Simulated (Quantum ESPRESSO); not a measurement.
# Band energies of CdClOH monolayer

```
CdClOH
1.0
    3.64597     0.00000     0.00000
   -1.82299     3.15750     0.00000
    0.00000     0.00000    16.50000
H O Cl Cd
1 1 1 1
Direct
  0.00000   0.00000   0.10632
  0.00000   0.00000   0.04764
  0.33333   0.66667   0.89368
  0.66667   0.33333   0.98508
```

PBEsol (pw.x of Quantum ESPRESSO, ONCV potentials, with spin-orbit coupling); path ΓMKΓ; energies in eV from the valence-band maximum.

| k (1/Å) | point | band 34 | band 35 | band 36 | band 37 | band 38 | band 39 | band 40 | band 41 |
|---|---|---|---|---|---|---|---|---|---|
| 0.00 | Γ | 0.00 | 2.45 | 2.45 | 4.53 | 4.53 | 6.11 | 6.11 | 7.79 |
| 0.22 |  | -0.06 | 2.77 | 2.79 | 4.74 | 4.75 | 6.51 | 6.51 | 7.94 |
| 0.44 |  | -0.13 | 3.51 | 3.53 | 5.25 | 5.26 | 7.19 | 7.23 | 8.16 |
| 0.66 |  | -0.18 | 4.39 | 4.41 | 5.68 | 5.69 | 7.36 | 7.42 | 8.41 |
| 0.88 |  | -0.19 | 5.04 | 5.05 | 6.01 | 6.02 | 7.24 | 7.26 | 7.93 |
| 0.99 | M | -0.20 | 5.11 | 5.11 | 6.20 | 6.20 | 7.05 | 7.05 | 7.89 |
| 1.11 |  | -0.25 | 5.18 | 5.18 | 6.27 | 6.28 | 7.10 | 7.10 | 7.97 |
| 1.34 |  | -0.38 | 5.59 | 5.61 | 6.60 | 6.63 | 7.43 | 7.44 | 8.53 |
| 1.57 | K | -0.34 | 5.90 | 5.91 | 6.83 | 6.87 | 7.96 | 7.96 | 8.21 |
| 1.76 |  | -0.39 | 5.65 | 5.66 | 6.42 | 6.45 | 8.06 | 8.12 | 8.65 |
| 1.95 |  | -0.52 | 4.91 | 4.93 | 5.99 | 6.00 | 8.11 | 8.21 | 8.65 |
| 2.14 |  | -0.47 | 4.06 | 4.08 | 5.60 | 5.61 | 7.69 | 7.79 | 8.23 |
| 2.34 |  | -0.21 | 3.29 | 3.31 | 5.11 | 5.12 | 7.10 | 7.12 | 8.08 |
| 2.53 |  | -0.06 | 2.69 | 2.71 | 4.69 | 4.70 | 6.42 | 6.42 | 7.91 |
| 2.72 | Γ | 0.00 | 2.45 | 2.45 | 4.53 | 4.53 | 6.11 | 6.11 | 7.79 |

The PBEsol gap is direct, 2.45 eV at Γ.

Geometry relaxed with PBEsol.

This is a model layer cut from the bulk structure; whether it is stable on its own was not checked.
